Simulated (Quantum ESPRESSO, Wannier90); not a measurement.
## AlSb (zinc blende): Wannier90 run

Structure: Materials Project mp-2624, symmetrised, not relaxed again. COD (Crystallography Open Database) has an entry of this formula and space group (matched by these alone). Level: PBEsol, spinors with spin-orbit coupling; pw.x of Quantum ESPRESSO at 64 Ry with PseudoDojo potentials, 8×8×8 k-points, Wannier90. Density: 8×8×8 mesh, cold smearing 0.01 Ry.

On the energy scale of pw.x, whose zero is arbitrary, the valence-band maximum lies at 6.32 eV.

Input w.win:

```
num_bands = 30
num_wann = 16
exclude_bands = 1-10
spinors = true
num_iter = 1000
conv_tol = 1.0e-6
conv_window = 4
dis_num_iter = 1000
dis_conv_tol = 1.0e-6
dis_froz_max = 8.76
dis_mix_ratio = 0.2
write_hr = true
write_u_matrices = true
begin projections
f=-0.01321,0.00252,0.00191: s;p
f=0.26017,0.25518,0.24492: s;p
end projections
begin unit_cell_cart
ang
    0.0000000000    3.0925200000    3.0925200000
    3.0925200000    0.0000000000    3.0925200000
    3.0925200000    3.0925200000    0.0000000000
end unit_cell_cart
begin atoms_frac
Al   0.0000000000  0.0000000000  0.0000000000
Sb   0.2500000000  0.2500000000  0.2500000000
end atoms_frac
mp_grid = 8 8 8
begin kpoints
0.0000000000 0.0000000000 0.0000000000
0.0000000000 0.0000000000 0.1250000000
0.0000000000 0.0000000000 0.2500000000
... (509 more lines: the 8x8x8 mesh through Gamma)
end kpoints
```

Input of pw2wannier90.x that gives the overlap and projection files (equivalent; here they were cut from one run over all bands):

```
&inputpp
  outdir = './out'
  prefix = 'pwscf'
  seedname = 'w'
  write_amn = .true.
  write_mmn = .true.
/
```

Output w.wout (banner and timings cut):

```
                                    ------
                                    SYSTEM
                                    ------

                              Lattice Vectors (Ang)
                    a_1     0.000000   3.092520   3.092520
                    a_2     3.092520   0.000000   3.092520
                    a_3     3.092520   3.092520   0.000000

                   Unit Cell Volume:      59.15174  (Ang^3)

                        Reciprocal-Space Vectors (Ang^-1)
                    b_1    -1.015868   1.015868   1.015868
                    b_2     1.015868  -1.015868   1.015868
                    b_3     1.015868   1.015868  -1.015868

 *----------------------------------------------------------------------------*
 |   Site       Fractional Coordinate          Cartesian Coordinate (Ang)     |
 +----------------------------------------------------------------------------+
 | al   1   0.00000   0.00000   0.00000   |    0.00000   0.00000   0.00000    |
 | sb   1   0.25000   0.25000   0.25000   |    1.54626   1.54626   1.54626    |
 *----------------------------------------------------------------------------*
                                ------------
                                K-POINT GRID
                                ------------

             Grid size =  8 x  8 x  8      Total points =  512

 *---------------------------------- MAIN ------------------------------------*
 |  Number of Wannier Functions               :                16             |
 |  Number of Objective Wannier Functions     :                16             |
 |  Number of input Bloch states              :                30             |
 |  Output verbosity (1=low, 5=high)          :                 1             |
 |  Timing Level (1=low, 5=high)              :                 1             |
 |  Optimisation (0=memory, 3=speed)          :                 3             |
 |  Length Unit                               :               Ang             |
 |  Post-processing setup (write *.nnkp)      :                 F             |
 |  Using Gamma-only branch of algorithms     :                 F             |
 *----------------------------------------------------------------------------*
 *------------------------------- WANNIERISE ---------------------------------*
 |  Total number of iterations                :              1000             |
 |  Number of CG steps before reset           :                 5             |
 |  Trial step length for line search         :             2.000             |
 |  Convergence tolerence                     :         0.100E-05             |
 |  Convergence window                        :                 4             |
 |  Iterations between writing output         :                 1             |
 |  Iterations between backing up to disk     :               100             |
 |  Write r^2_nm to file                      :                 F             |
 |  Write xyz WF centres to file              :                 F             |
 |  Write on-site energies <0n|H|0n> to file  :                 F             |
 |  Use guiding centre to control phases      :                 F             |
 |  Use phases for initial projections        :                 F             |
 *----------------------------------------------------------------------------*
 *------------------------------- DISENTANGLE --------------------------------*
 |  Using band disentanglement                :                 T             |
 |  Total number of iterations                :              1000             |
 |  Mixing ratio                              :             0.200             |
 |  Convergence tolerence                     :         1.000E-06             |
 |  Convergence window                        :                 3             |
 *----------------------------------------------------------------------------*
 *-------------------------------- PLOTTING ----------------------------------*
 |  Plotting Hamiltonian in WF basis          :                 T             |
 *----------------------------------------------------------------------------*

       ... (k-mesh section left out)

 Starting a new Wannier90 calculation ...

 Reading overlaps from w.mmn

 Reading projections from w.amn

 *------------------------------- DISENTANGLE --------------------------------*
 +----------------------------------------------------------------------------+
 |                              Energy  Windows                               |
 |                              ---------------                               |
 |                   Outer:   -4.51924  to   21.83602  (eV)                   |
 |                   Inner:   -4.51924  to    8.76000  (eV)                   |
 +----------------------------------------------------------------------------+
   Number of target bands to extract:   16

                   Unitarised projection of Wannier functions
                   ------------------------------------------
   A_mn = <psi_m|g_n> --> S = A.A^+ --> U = S^-1/2.A
   In dis_project... done
   Using an inner window (linner = T)
   In dis_proj_froz... done

                   Extraction of optimally-connected subspace
                   ------------------------------------------
 +---------------------------------------------------------------------+<-- DIS
 |  Iter     Omega_I(i-1)      Omega_I(i)      Delta (frac.)           |<-- DIS
 +---------------------------------------------------------------------+<-- DIS
       1      49.92971583      41.67060352       1.982E-01    <-- DIS
       2      43.65823702      40.69897039       7.271E-02    <-- DIS
       3      42.72729011      39.87395723       7.156E-02    <-- DIS
       4      41.84557034      39.15956581       6.859E-02    <-- DIS
       5      41.02293093      38.53304849       6.462E-02    <-- DIS
       6      40.26284377      37.97878689       6.014E-02    <-- DIS
       ... (lines left out)
     101      31.38399611      31.35862560       8.090E-04    <-- DIS
       ... (lines left out)
     201      31.07907045      31.07468413       1.412E-04    <-- DIS
       ... (lines left out)
     301      31.04578616      31.04485748       2.991E-05    <-- DIS
       ... (lines left out)
     401      31.04150101      31.04124947       8.104E-06    <-- DIS
       ... (lines left out)
     501      31.04085164      31.04077321       2.527E-06    <-- DIS
       ... (lines left out)
     586      31.04074003      31.04070922       9.927E-07    <-- DIS
     587      31.04073940      31.04070891       9.820E-07    <-- DIS
     588      31.04073877      31.04070862       9.715E-07    <-- DIS

             <<<      Delta < 1.000E-06  over  3 iterations     >>>
             <<< Disentanglement convergence criteria satisfied >>>

        Final Omega_I    31.04070862 (Ang^2)

 +----------------------------------------------------------------------------+

 Writing checkpoint file w.chk... done

 *------------------------------- WANNIERISE ---------------------------------*
 +--------------------------------------------------------------------+<-- CONV
 | Iter  Delta Spread     RMS Gradient      Spread (Ang^2)            |<-- CONV
 +--------------------------------------------------------------------+<-- CONV

 ------------------------------------------------------------------------------
 Initial State
  WF centre and spread    1  (  0.013614, -0.036038, -0.036859 )     2.79149411
  WF centre and spread    2  (  0.013614, -0.036038, -0.036859 )     2.79149339
  WF centre and spread    3  (  0.002038, -0.003993,  0.031315 )     3.26734846
  WF centre and spread    4  (  0.002038, -0.003994,  0.031315 )     3.26735240
  WF centre and spread    5  ( -0.012570, -0.003875, -0.003010 )     3.26967470
  WF centre and spread    6  ( -0.012570, -0.003875, -0.003010 )     3.26967325
  WF centre and spread    7  (  0.001868,  0.031915, -0.003048 )     3.26883829
  WF centre and spread    8  (  0.001868,  0.031913, -0.003049 )     3.26883883
  WF centre and spread    9  (  1.544538,  1.565699,  1.595776 )     2.05752056
  WF centre and spread   10  (  1.544538,  1.565699,  1.595776 )     2.05752002
  WF centre and spread   11  (  1.545797,  1.548161,  1.500252 )     3.09969216
  WF centre and spread   12  (  1.545797,  1.548161,  1.500251 )     3.09969163
  WF centre and spread   13  (  1.546446,  1.548328,  1.548934 )     3.10508214
  WF centre and spread   14  (  1.546446,  1.548327,  1.548934 )     3.10508163
  WF centre and spread   15  (  1.545522,  1.530009,  1.548866 )     3.10297511
  WF centre and spread   16  (  1.545522,  1.530009,  1.548867 )     3.10297532
  Sum of centres and spreads ( 12.374506, 12.360408, 12.364452 )    47.92525200

      0     0.479E+02     0.0000000000       47.9252519969  <-- CONV
        O_D=      0.1363635 O_OD=     16.7481799 O_TOT=     47.9252520 <-- SPRD
 ------------------------------------------------------------------------------
      1    -0.453E+00     0.4339746253       47.4720167628  <-- CONV
        O_D=      0.1406238 O_OD=     16.2906844 O_TOT=     47.4720168 <-- SPRD
      2    -0.504E+00     0.4307405324       46.9683777645  <-- CONV
        O_D=      0.1572383 O_OD=     15.7704309 O_TOT=     46.9683778 <-- SPRD
      3    -0.316E+00     0.4477494910       46.6523716713  <-- CONV
        O_D=      0.1642351 O_OD=     15.4474280 O_TOT=     46.6523717 <-- SPRD
      4    -0.156E+00     0.3005746617       46.4965453648  <-- CONV
        O_D=      0.1641179 O_OD=     15.2917189 O_TOT=     46.4965454 <-- SPRD
      5    -0.773E-01     0.2251980317       46.4192201633  <-- CONV
        O_D=      0.1649140 O_OD=     15.2135976 O_TOT=     46.4192202 <-- SPRD
       ... (lines left out)
    100    -0.629E-02     0.0506158148       36.1899820294  <-- CONV
        O_D=      0.1321881 O_OD=      5.0170854 O_TOT=     36.1899820 <-- SPRD
       ... (lines left out)
    200    -0.371E-02     0.0432518089       35.1079412541  <-- CONV
        O_D=      0.1688497 O_OD=      3.8983830 O_TOT=     35.1079413 <-- SPRD
       ... (lines left out)
    300    -0.619E-05     0.0014457172       35.0624369502  <-- CONV
        O_D=      0.1700378 O_OD=      3.8516905 O_TOT=     35.0624370 <-- SPRD
       ... (lines left out)
    335    -0.373E-06     0.0005153153       35.0623385465  <-- CONV
        O_D=      0.1700372 O_OD=      3.8515927 O_TOT=     35.0623385 <-- SPRD
    336    -0.728E-06     0.0004123582       35.0623378185  <-- CONV
        O_D=      0.1700374 O_OD=      3.8515918 O_TOT=     35.0623378 <-- SPRD
    337    -0.635E-06     0.0009486141       35.0623371838  <-- CONV
        O_D=      0.1700372 O_OD=      3.8515914 O_TOT=     35.0623372 <-- SPRD
             <<<     Delta < 1.000E-06  over  4 iterations     >>>
             <<< Wannierisation convergence criteria satisfied >>>
 Final State
  WF centre and spread    1  ( -0.563636, -0.564222, -0.564167 )     2.23223303
  WF centre and spread    2  ( -0.563634, -0.564222, -0.564168 )     2.23223286
  WF centre and spread    3  (  0.564025, -0.564286,  0.563494 )     2.23221792
  WF centre and spread    4  (  0.564025, -0.564285,  0.563494 )     2.23221878
  WF centre and spread    5  ( -0.563843,  0.563582,  0.563636 )     2.23204573
  WF centre and spread    6  ( -0.563845,  0.563580,  0.563635 )     2.23204700
  WF centre and spread    7  (  0.564027,  0.563444, -0.564236 )     2.23217746
  WF centre and spread    8  (  0.564027,  0.563444, -0.564235 )     2.23217889
  WF centre and spread    9  (  1.966650,  1.966239,  1.966241 )     2.15067689
  WF centre and spread   10  (  1.966648,  1.966240,  1.966242 )     2.15067830
  WF centre and spread   11  (  1.126812,  1.966279,  1.125236 )     2.15063179
  WF centre and spread   12  (  1.126812,  1.966278,  1.125236 )     2.15063224
  WF centre and spread   13  (  1.125462,  1.126572,  1.966346 )     2.15063242
  WF centre and spread   14  (  1.125463,  1.126570,  1.966345 )     2.15063118
  WF centre and spread   15  (  1.966440,  1.125131,  1.126536 )     2.15055173
  WF centre and spread   16  (  1.966441,  1.125132,  1.126536 )     2.15055095
  Sum of centres and spreads ( 12.371876, 12.365475, 12.366170 )    35.06233718

         Spreads (Ang^2)       Omega I      =    31.040708616
        ================       Omega D      =     0.170037216
                               Omega OD     =     3.851591351
    Final Spread (Ang^2)       Omega Total  =    35.062337184
```
